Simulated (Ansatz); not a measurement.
## Does relaxation matter for the field gradients of Bi3BTeO9?

Start: a measured structure from the Crystallography Open Database (COD).

Space group P6_3 (No. 173); a = 8.7510, c = 5.8981 Å, γ = 120.00°.

```
site  Wyckoff  site symmetry       x       y       z
   B       2a            3..  0.0000  0.0000  0.4250
  Bi       6c              1  0.2983  0.3462  0.1069
  Te       2b            3..  0.6667  0.3333  0.0813
 O11       6c              1  0.4599  0.2464  0.2679
 O17       6c              1  0.5407  0.4147  0.8958
 O23       6c              1  0.1009  0.1813  0.4333
```

One atom of each set is listed.

Computed with Ansatz: DFT, PBE, plane waves and PAW, scalar-relativistic, 420 eV cutoff, Γ-centred 3×3×4 k-points, Fermi–Dirac smearing 0.02 eV.

The largest force at the start is 0.86 eV/Å. Relaxing the ions at fixed cell moves them by 0.066 Å at most (atom 6, Bi) and 0.043 Å rms. End positions:

B (0.0000, 0.0000, 0.4249)
Bi (0.2935, 0.3491, 0.1119)
Te (0.6667, 0.3333, 0.0813)
O11 (0.4586, 0.2466, 0.2717)
O17 (0.5381, 0.4147, 0.8884)
O23 (0.1047, 0.1812, 0.4319)

```json
{"site": "B", "moved (Å)": "0.001", "first shell before": "3 O at 1.38 Å", "first shell after": "3 O at 1.38 Å", "V_zz before (10²¹ V/m²)": "2.50", "η before": "0.00"}
{"site": "Bi", "moved (Å)": "0.066", "first shell before": "6 O at 2.21–2.51 Å", "first shell after": "6 O at 2.25–2.48 Å", "V_zz before (10²¹ V/m²)": "-30.6", "η before": "0.30"}
{"site": "Te", "moved (Å)": "0.000", "first shell before": "6 O at 1.92 Å", "first shell after": "6 O at 1.94–1.97 Å", "V_zz before (10²¹ V/m²)": "2.32", "η before": "0.00"}
{"site": "O11", "moved (Å)": "0.026", "first shell before": "1 Te at 1.92 Å, 1 Bi at 2.21 Å; also 1 Bi at 2.51 Å", "first shell after": "1 Te at 1.94 Å, 2 Bi at 2.25–2.48 Å", "V_zz before (10²¹ V/m²)": "9.79", "η before": "0.87"}
{"site": "O17", "moved (Å)": "0.049", "first shell before": "1 Te at 1.92 Å, 2 Bi at 2.27–2.51 Å", "first shell after": "1 Te at 1.97 Å, 1 Bi at 2.33 Å; also 1 Bi at 2.46 Å", "V_zz before (10²¹ V/m²)": "9.06", "η before": "0.80"}
{"site": "O23", "moved (Å)": "0.034", "first shell before": "1 B at 1.38 Å, 2 Bi at 2.26–2.51 Å; also 1 Bi at 3.09 Å", "first shell after": "1 B at 1.38 Å", "V_zz before (10²¹ V/m²)": "-5.56", "η before": "0.41"}
```

Task: What are V_zz and η after the relaxation?

Result: 

| site | V_zz after | η after | change of V_zz |
| --- | --- | --- | --- |
| B | 2.51 | 0.00 | +0.01 |
| Bi | -23.6 | 0.42 | +7.03 |
| Te | 1.39 | 0.00 | -0.93 |
| O11 | 10.28 | 0.85 | +0.49 |
| O17 | 9.23 | 0.79 | +0.17 |
| O23 | -5.48 | 0.30 | +0.08 |

The largest change of V_zz is on Bi, from -30.6 to -23.6. In per cent, |V_zz| changes by 0 on B, -23 on Bi, -40 on Te, -1 to +5 on O (all sites that start above 0.5).

Spin–orbit coupling is left out, which shifts gradients on Bi by a few per cent, and by more where contributions nearly cancel.
